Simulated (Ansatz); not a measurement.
## Band structure of Na

```yaml
crystal:
  lattice:
    - [3.76700, 0.00000, 0.00000]
    - [-1.88350, 3.26232, 0.00000]
    - [0.00000, 0.00000, 6.15400]
  atoms:
    - { symbol: Na, position: [0.33333, 0.66667, 0.25000] }
    - { symbol: Na, position: [0.66667, 0.33333, 0.75000] }
```

Atom numbers follow the list: Na1, Na2.

Structure: COD 9011000, as refined from experiment and not relaxed.

All numbers below come from Ansatz 0.2.0, DFT, PBEsol, all-electron LAPW, scalar-relativistic.

The runs use a Γ-centred 13×13×7 k mesh, Fermi–Dirac smearing of 0.05 eV, basis error target 0.25 meV/atom, no spin polarisation.

Points in fractions of the reciprocal vectors of this cell: Γ (0, 0, 0), M (0.5, 0, 0), K (0.333, 0.333, 0), A (0, 0, 0.5), L (0.5, 0, 0.5), H (0.333, 0.333, 0.5). The path joins them by straight lines in the order Γ–M–K–Γ–A–L–H–A–L; legs that retrace an earlier one aren't tabulated. Energies are in eV from the Fermi level.

**Question.** Is there a gap?

**Answer.** none: bands cross the Fermi level, a metal.

**Question.** List the levels between -5 and 1.5 eV at the symmetry points.

**Answer.** 
Γ: -3.22, 0.55, 0.96
M: 0.24, 0.36
K: 1.29, 1.49 (×2)
A: -2.21 (×2)
L: 1.05 (×2)
H: none in this range
